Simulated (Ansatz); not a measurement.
A relaxed structure of Al₂Cu is spoiled in several ways and relaxed again each time (noise and exchanges are one random draw each; squeezed and stretched starts keep its symmetry, which their runs cannot lower; pressure is positive under compression). Method: PBE (plane waves to 420 eV, PAW, scalar-relativistic; Ansatz, an electronic-structure program).

Space group I4/mcm (No. 140); a = 6.059 Å, b = 6.059 Å, c = 4.874 Å, α = 90.00°, β = 90.00°, γ = 90.00°

| atom | site | symmetry | x | y | z |
|---|---|---|---|---|---|
| Al | 8h | m.2m | 0.1583 | 0.3417 | 0.0000 |
| Cu | 4a | 422 | 0.0000 | 0.0000 | 0.2500 |
(The calculation used a cell of 6 atoms; values per cell refer to that cell.)

**Question.** One start gave a first pressure of -15.3 GPa, a largest first force of 0.11 eV/Å and released 0.54 eV/atom. Which change was it?
(A) stretched uniformly to 130 % of its volume
(B) stretched uniformly to 150 % of its volume
(C) with every coordinate shifted by Gaussian noise of σ = 0.3 Å

**Answer.** B, stretched uniformly to 150 % of its volume. All starts:

```tsv
change	first pressure (GPa)	largest first force (eV/Å)	released (eV/atom)	moves	outcome	final group	E − E(parent) (eV/atom)
stretched uniformly to 150 % of its volume	-15.3	0.11	0.54	12	returns to the parent	I4/mcm	0.00
with every coordinate shifted by Gaussian noise of σ = 0.3 Å	–	–	1.7	15	returns to the parent	Fmmm (nearly I4/mcm)	0.00
stretched uniformly to 130 % of its volume	-14.2	0.09	0.26	12	returns to the parent	I4/mcm	0.00
```

First-step values come from each run's starting, coarser k-mesh (8×8×8, 9×9×8). The runs use different k-meshes, so differences are rounded accordingly. No spin polarisation in the result.
